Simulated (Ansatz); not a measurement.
Computed with DFT PBE, scalar-relativistic, plane waves, PAW (Ansatz). Cutoff 420 eV, Γ-centred 8×8×8 mesh (8-atom cell), Gaussian smearing of 0.10 eV, no spin polarisation.

The zero of energy is the elements' standard structures at the same level (N₂ as a molecule); no fitted shifts are applied.

Question: Give a relaxed trial structure of a cubic metal with formula Hf3AlN4, with a formation energy near −1.34 eV/atom and about 11 Å³ per atom, in a cell of 8 atoms. Its symmetry should be Pm-3m (No. 221).

Answer: Hf3AlN4, space group Pm-3m (No. 221). Hf has 6 N at 2.25 Å, 4 Al at 3.18 Å and 8 Hf at 3.18 Å; Al is surrounded by 6 N at 2.25 Å and 12 Hf at 3.18 Å; around N on a site of symmetry 4/mmm lie 2 Al at 2.25 Å and 4 Hf at 2.25 Å; N on a site of symmetry m-3m is surrounded by 6 Hf at 2.25 Å.

```cif
data_structure
_symmetry_space_group_name_H-M 'Pm-3m'
_symmetry_Int_Tables_number 221
_cell_length_a 4.4984
_cell_length_b 4.4984
_cell_length_c 4.4984
_cell_angle_alpha 90.000
_cell_angle_beta 90.000
_cell_angle_gamma 90.000
_cell_volume 91.03
loop_
_atom_site_label
_atom_site_type_symbol
_atom_site_symmetry_multiplicity
_atom_site_Wyckoff_symbol
_atom_site_fract_x
_atom_site_fract_y
_atom_site_fract_z
_atom_site_occupancy
Hf1 Hf 3 d 0.00000 0.00000 0.50000 1
Al1 Al 1 b 0.50000 0.50000 0.50000 1
N1 N 3 c 0.50000 0.50000 0.00000 1
N2 N 1 a 0.00000 0.00000 0.00000 1
```

| Quantity | Value |
| --- | --- |
| Volume per atom | 11.38 Å³ |
| Density | 11.28 g/cm³ |
| Energy over the elements | −1.34 eV/atom |
| Gap on the 8×8×8 mesh of the 8-atom cell | 0 eV (a metal) |

The structure comes from a generated guess, relaxed at this level; another structure or a mixture of phases may lie lower. Other answers may fit too; this one was computed.

These runs have no spin–orbit coupling, which can matter for Hf. A structure relaxed within its symmetry needn't be a true minimum. Another cell of Hf3AlN4 relaxed alike, in P4/mmm, lies 84 meV/atom lower, so this cell isn't the stable form at this level.
